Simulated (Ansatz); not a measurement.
A geometry of Ga2O3 away from equilibrium: the start of the relaxation of a relaxed Ga2O3 cell displaced along its unstable phonon at q = Γ (235i cm⁻¹), largest move 0.15 Å. Calculation: PBEsol (plane waves to 420 eV, PAW, scalar-relativistic; Ansatz, a program for electronic structure). Γ-centred k-mesh 6×6×11 on the run's cell (coarser than for final values), Fermi–Dirac smearing 0.05 eV.

```xyz
10
Lattice="5.6948 0.0000 0.0000 0.0000 5.6948 0.0000 0.0000 0.0000 2.8720" Properties=species:S:1:pos:R:3 pbc="T T T"
O     -0.0981     0.1135     0.0000
O      2.7493     2.7339     0.0000
O      0.8133     3.7595     1.4360
O      3.6607     4.7827     1.4360
O      2.0475     0.7011     1.4360
O      4.8949     2.1463     1.4360
Ga     1.7344     4.5887     0.0000
Ga     4.5818     3.9534     0.0000
Ga     1.1324     1.7080     0.0000
Ga     3.9798     1.1394     0.0000
```

Q: Which atoms carry the largest force, and which way does it point?

A: 0.46 eV/Å, on Ga9, Ga10 (atoms numbered as listed); on Ga10 its components are (-0.21, 0.41, 0.00).

Q: What is the pressure?

A: +1.6 GPa, compression positive.

Q: How far above the relaxed end point is this geometry?

A: 0.42 eV/atom; the path ends in Pmma (No. 51).

No spin polarisation in the result.

The run could not lose the symmetry of its start, so the end can be a saddle point.

The end of the path is a generated cell of Ga2O3: the first start was made by placing the elements on the sites of a structure type, and the end was not matched to a known phase here, so it may be hypothetical. Known forms of Ga2O3 include space group No. 12, 167.
